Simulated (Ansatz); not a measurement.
## SnIr3 (P6_3/mmc)

All numbers below come from DFT PBE, scalar-relativistic, plane waves, PAW (Ansatz 0.2.0).

Plane waves to 420 eV, a k mesh through Γ of 12×12×8 on the computed 8-atom cell and Gaussian smearing (0.10 eV); no spin polarisation.

The structure is relaxed at this level of theory with its symmetry kept, and needn't be the ground state of this composition.

```xyz
8
Lattice="5.6829 0.0000 0.0000 -2.8415 4.9216 0.0000 0.0000 0.0000 4.5409" Properties=species:S:1:pos:R:3 pbc="T T T"
Sn    2.8415    1.6405    1.1352
Sn    0.0000    3.2810    3.4056
Ir    1.3848    0.7995    3.4056
Ir    4.2982    0.7995    3.4056
Ir    2.8415    3.3226    3.4056
Ir    1.4567    4.1221    1.1352
Ir   -1.4567    4.1221    1.1352
Ir    0.0000    1.5990    1.1352
```

| Property | Result |
| --- | --- |
| Space group | P6_3/mmc (No. 194) |
| Volume per atom | 107.1 bohr³ |
| Formation energy from the elements' standard states (uncorrected) | +0.086 eV/atom |
| Kohn–Sham band gap | none (metal) |
| Density of states at the Fermi level | 4.1 states/eV per cell |
| Orbital (Löwdin) character within 0.5 eV of the Fermi level | Ir 5d 88 % |
| Bader charge by site (e) | Sn (2 in the cell) 1.13, Ir (6 in the cell) -0.38 |

Spin-orbit coupling is left out, which matters for the bands of heavy elements.

It was relaxed from a Materials Project cell. Löwdin shares on free-atom orbitals overweight diffuse shells.
